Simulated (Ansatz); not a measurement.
AlNi:
```
AlNi
1.0
    2.86203     0.00000     0.00000
    0.00000     2.86203     0.00000
    0.00000     0.00000     2.86203
Al Ni
1 1
Direct
  0.50000   0.50000   0.50000
  0.00000   0.00000   0.00000
```

Relaxed with PBEsol. Special points in fractions of this cell's reciprocal vectors: Γ (0.000, 0.000, 0.000); X (0.000, 0.500, 0.000); M (0.500, 0.500, 0.000); R (0.500, 0.500, 0.500).

Question: List the band energies nearest the Fermi level at these points for the program Ansatz at the PBEsol level (PAW).

Answer: In eV from the Fermi level; about four levels below and three above (degenerate sets whole), none deeper than 8.9 eV; points with the same levels are listed once.

```tsv
k	below	above
Γ	-3.31 -3.31 -1.55 -1.55 -1.55	5.58 5.58 5.58
X	-2.28 -2.28 -1.45 -0.62	8.30 10.05 10.05
M	-2.93 -2.93 -2.10 -2.10 -1.00	1.50 2.64 12.50
R	-4.18 -4.18 -4.18 -0.97 -0.97	1.95 1.95 1.95
```

Space group Pm-3m (CsCl type). The cell was relaxed with PBEsol under the symmetry of its start; of distortions, only those at the zone centre were tested. The run is not spin-polarised.

Potentials: the earlier of the program's two PAW sets.
